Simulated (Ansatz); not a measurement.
# What DFT gives for Sr₂W₃

```
W Sr
1.0
    -2.10096    3.48329    4.35226
     4.20193    0.00000    0.00000
     2.10096    3.48329   -4.35226
W Sr
3 2
Direct
  0.00000 0.00000 0.00000
  0.70320 0.50000 0.70320
  0.29680 0.50000 0.29680
  0.72450 0.22450 0.27550
  0.27550 0.77550 0.72450
```

Level: PBE, no spin polarisation; 420 eV; 8×8×8 Γ-centred mesh; fermi-dirac occupations (width 0.1 eV); Ansatz 0.2.0, fixed geometry.

Which atom feels the largest force, and which way?

The largest is on W3 (and as large on other atoms): 0.83 eV/Å, components (0.00, -0.83, 0.00). It makes 180° with the line to a nearest neighbour, W2 at 2.83 Å, pointing away from it.

What do density and ELF say about some of the short contacts?

W–W at 2.83 Å: least valence density 0.40 e/Å³ and ELF 0.45 there. W–Sr at 3.17 Å: least valence density 0.15 e/Å³ and ELF 0.10 there. These are pseudo-fields; inside the PAW spheres they differ from the all-electron ones.

What happens at the Fermi level?

It is a metal, with about 9.3 states/eV a cell as the mean within 0.25 eV of the Fermi level, mostly W d (84 %).

Is the cell too large or too small?

The pressure is -4.2 GPa (compression positive), so with the atoms held at these fractions the cell would first shrink; the forces are large, so a full relaxation may end otherwise. The principal stresses -18.2, -6.8, 12.5 GPa differ, so its shape would change too.

Origin: a known structure type with other elements, at an estimated volume, so it need not be a known compound. Caveats: many states at the Fermi level without spin polarisation, so a magnetic state may lie lower.
